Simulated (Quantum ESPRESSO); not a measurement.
## GeZnAl2N4 (a curve over one atom's position)

Computed values, not a measurement. The program is pw.x of Quantum ESPRESSO 7.5 (plane-wave density functional theory). The cell is made up: 8 atoms on a wurtzite lattice, with randomly drawn elements, strain and displacements, not relaxed. PseudoDojo standard norm-conserving files (v0.5 for PBE, v0.4.1 for LDA and PBEsol) set the functional; there is no spin polarisation, spin-orbit coupling or dispersion term, and the masses in the input are unused placeholders.

Seven runs move atom 4 (Al, counted in the order of the input) along x and keep all else fixed.

Input of the run at -0.0293:

```
&control calculation='scf', pseudo_dir='./dojo.nc.sr.pbe.v0_5.standard.upf', outdir='./o', disk_io='low', tprnfor=.true., tstress=.true. /
&system ibrav=0, nat=8, ntyp=4, nbnd=36, ecutwfc=84.00895049, nosym=.true., tot_charge=0,
 occupations='smearing', smearing='fd', degauss=0.0018374661
/
&electrons conv_thr=7.350e-09, electron_maxstep=60, /
ATOMIC_SPECIES
Al 1.0 Al.upf
Ge 1.0 Ge.upf
N 1.0 N.upf
Zn 1.0 Zn.upf
CELL_PARAMETERS angstrom
3.1749 0.0273 0.0041
0.0473 5.3661 -0.0845
0.0067 -0.0796 5.1576
ATOMIC_POSITIONS angstrom
Ge 0.0187 -0.0504 0.0621
Zn 1.5785 2.6337 -0.0395
Al 1.6259 0.9209 2.5632
Al -0.0321 3.5469 2.6305
N -0.0754 -0.0863 1.9636
N 1.6294 2.7514 1.9567
N 1.5436 0.7421 4.6017
N 0.0671 3.4704 4.5412
K_POINTS automatic
6 4 4 1 1 1
```

| shift of atom 4 along x (Å) | free energy less that of the input shown (eV) | Fx on atom 4 (eV/Å) | Fy on atom 4 (eV/Å) | Fz on atom 4 (eV/Å) | pressure (GPa) | iterations |
| --- | --- | --- | --- | --- | --- | --- |
| -0.1241 | 0.1686 | 2.563 | -0.579 | 0.018 | 5.59 | 13 |
| -0.0889 | 0.0889 | 1.971 | -0.798 | -0.171 | 5.26 | 13 |
| -0.0472 | 0.0208 | 1.302 | -0.980 | -0.333 | 4.98 | 13 |
| -0.0293 | 0.0000 | 1.023 | -1.034 | -0.384 | 4.89 | 13 |
| +0.0537 | -0.0323 | -0.242 | -1.096 | -0.471 | 4.77 | 13 |
| +0.0831 | -0.0186 | -0.692 | -1.046 | -0.444 | 4.83 | 13 |
| +0.1796 | 0.1223 | -2.257 | -0.609 | -0.134 | 5.43 | 13 |

A cubic fit gives dFx/dx = -15.24 eV/Å² at zero shift. Across the table the free energy follows the integral of the force to within 0.1 meV. A rerun of one of the cells at 1437 eV and a 8 x 6 x 6 mesh moved values by no more than 0.002 eV in energy, 0.03 GPa in stress and 0.002 eV/Å in force.